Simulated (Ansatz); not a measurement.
LaGa2Ni:
```yaml
crystal:
  lattice:
    - [2.11688, -8.78024, 0.00000]
    - [2.11688, 8.78024, 0.00000]
    - [0.00000, 0.00000, 4.24819]
  atoms:
    - { symbol: La, position: [0.14131, 0.85869, 0.00000] }
    - { symbol: La, position: [0.85869, 0.14131, 0.00000] }
    - { symbol: Ga, position: [0.50000, 0.50000, 0.00000] }
    - { symbol: Ga, position: [0.00000, 0.00000, 0.50000] }
    - { symbol: Ga, position: [0.29068, 0.70932, 0.50000] }
    - { symbol: Ga, position: [0.70932, 0.29068, 0.50000] }
    - { symbol: Ni, position: [0.42888, 0.57112, 0.50000] }
    - { symbol: Ni, position: [0.57112, 0.42888, 0.50000] }
```

Relaxed with r²SCAN. Special points in fractions of this cell's reciprocal vectors: Γ (0.000, 0.000, 0.000); Y (-0.500, 0.500, 0.000); C0 (-0.265, 0.735, 0.000); Σ0 (0.265, 0.265, 0.000); Z (0.000, 0.000, 0.500); A0 (0.265, 0.265, 0.500); E0 (-0.265, 0.735, 0.500); T (-0.500, 0.500, 0.500); S (0.000, 0.500, 0.000); R (0.000, 0.500, 0.500).

Q: List the band energies nearest the Fermi level at these points for r²SCAN in the plane-wave PAW code Ansatz.

A: In eV from the Fermi level; about four levels below and three above (degenerate sets whole), none deeper than 8.9 eV; points with the same levels are listed once.

```tsv
k	below	above
Γ	-0.52 -0.41 -0.36 -0.06	0.14 0.51 0.99
Y	-0.50 -0.49 -0.46 -0.14	0.34 0.65 1.00
C0	-1.43 -0.89 -0.86 -0.60	0.40 0.47 1.01
Z	-1.06 -0.42 -0.16 -0.03	0.46 0.71 1.00
A0	-1.03 -0.73 -0.49 -0.45	2.31 2.55 2.58
T	-1.40 -1.34 -0.27 -0.11	1.28 1.41 1.48
S	-1.42 -1.27 -0.60 -0.20	0.04 0.43 1.31
R	-0.89 -0.83 -0.69 -0.20	2.27 2.57 2.58
```

Space group Cmmm. The first step of the workflow began from a Materials Project structure, measured or hypothetical; the Crystallography Open Database copy checked does not list it. Whether it is the stable phase at ambient conditions was not checked. The r²SCAN relaxation kept the symmetry of its start; its stability against distortions is not shown here. The run is not spin-polarised. Spin–orbit coupling is left out wherever it is not named.

Potentials: the later of the program's two PAW sets.
